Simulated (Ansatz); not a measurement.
**How the vibrations of Ga2Cu change with volume**

Level of theory: DFT LDA, scalar-relativistic, plane waves, PAW (Ansatz). Settings: 420 eV plane-wave cutoff, Γ-centred 16×16×8 mesh, Fermi-Dirac smearing of 0.15 eV. No spin polarisation. Phonons by linear response, acoustic sum rule imposed.

Relaxed structure:
Space group P4/mmm (No. 123). a = 2.772 Å, b = 2.772 Å, c = 5.668 Å, α = 90.00°, β = 90.00°, γ = 90.00°
| atom | site | symmetry | x | y | z |
| --- | --- | --- | --- | --- | --- |
| Ga | 2h | 4mm | 0.5000 | 0.5000 | 0.2832 |
| Cu | 1a | 4/mmm | 0.0000 | 0.0000 | 0.0000 |

In a metal, frequencies depend on the k mesh and the smearing, soft modes most.

Cells at 0.98 and 1.02 times the equilibrium volume were relaxed in shape and atoms; γ = −d ln ν / d ln V, modes matched by rank.

Problem. Give the optical frequencies at Γ (cm⁻¹) at the three volumes and the mode Grüneisen parameters.

Solution.
| 0.98 V | V | 1.02 V | γ | degeneracy |
| --- | --- | --- | --- | --- |
| 77 | 75 | 73 | 1.26 | 2 |
| 159 | 153 | 147 | 1.86 | 2 |
| 206 | 197 | 190 | 2.02 | 1 |
| 256 | 247 | 238 | 1.85 | 1 |

Problem. What pressures hold the two strained cells, and what bulk modulus follows?

Solution. 2.15 GPa at 0.98 V and -1.91 GPa at 1.02 V, so B = −dP/d ln V ≈ 101 GPa.